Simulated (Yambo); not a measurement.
Data:

```
CELL_PARAMETERS angstrom
      0.00000     4.14480     4.14480
      4.14480     0.00000     4.14480
      4.14480     4.14480     0.00000
ATOMIC_POSITIONS crystal
  Li 0.50000 0.50000 0.50000
  F  0.24559 0.24559 0.75441
  F  0.75441 0.75441 0.24559
  F  0.75441 0.24559 0.24559
  F  0.24559 0.75441 0.75441
  F  0.24559 0.75441 0.24559
  F  0.75441 0.24559 0.75441
  K  0.25000 0.25000 0.25000
  K  0.75000 0.75000 0.75000
  Sc 0.00000 0.00000 0.00000
```

Workflow: LDA (pw.x of Quantum ESPRESSO, ONCV potentials, scalar-relativistic), then G0W0 in Yambo (2×2×2 Γ-centred k mesh, bands 2 to 216 and a 7 Ry block in the screening, 216 bands in G with the Bruneval-Gonze terminator, plasmon pole fitted at 27.2 eV).

Task: Give the LDA and G0W0 gaps between the band edges found on this mesh, and say where the edges lie.

Result: Edges: Γ → Γ. LDA: 6.75 eV; G0W0: 12.08 eV. Nearest settings tried, and what they do to the gap: 170 bands in W, 170 bands in G: +38 meV; 6 Ry block (283 vectors against 331): +36 meV; 1×1×1 mesh: -109 meV. So the settings aren't converged at that level. The k mesh is coarse. 

Geometry of the Materials Project entry, not relaxed at this level.

The structure is a Materials Project entry; no match was found in the copy of COD used, and its stability was not checked.
